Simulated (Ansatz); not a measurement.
Polymorphs of GaSb, each relaxed with plane-wave PAW r²SCAN (Ansatz code):

A: P6_222, a = b = 4.3674 Å, c = 9.4973 Å, α = β = 90.00°, γ = 120.00°

B: rock salt (Fm-3m), a = b = c = 5.740 Å, α = β = γ = 90.00°

C: NiAs type (P6_3/mmc), a = 3.9657 Å, b = 3.9657 Å, c = 7.0007 Å, α = 90.00°, β = 90.00°, γ = 120.00°

D: P6_3mc, a = 4.329 Å, b = 4.329 Å, c = 14.202 Å, α = 90.00°, β = 90.00°, γ = 120.00°

E: zinc blende (F-43m), a = 6.133 Å, b = 6.133 Å, c = 6.133 Å, α = 90.00°, β = 90.00°, γ = 90.00°

Q: Put the candidates in order of energy per atom at 0 K, lowest first, for r²SCAN.

A: E (+0 meV/atom), D (+6 meV/atom), A (+168 meV/atom), B (+294 meV/atom), C (+323 meV/atom)

Q: Give each one's gap.

A: A no gap; B no gap; C no gap; D 0.42 eV; E 0.42 eV.

Typed or built starts, not in the databases checked: A; B; C. Not the usual ambient phase: A; B; C; D. All cells were relaxed under the symmetry of their starts (and spin orders); stability against distortions was not tested throughout. Spin–orbit coupling is left out wherever it is not named.

Energies hold the estimated change up to a 700 eV cutoff; steps of a few meV lie near the error of the meshes.

Potentials: the earlier of the program's two PAW sets.
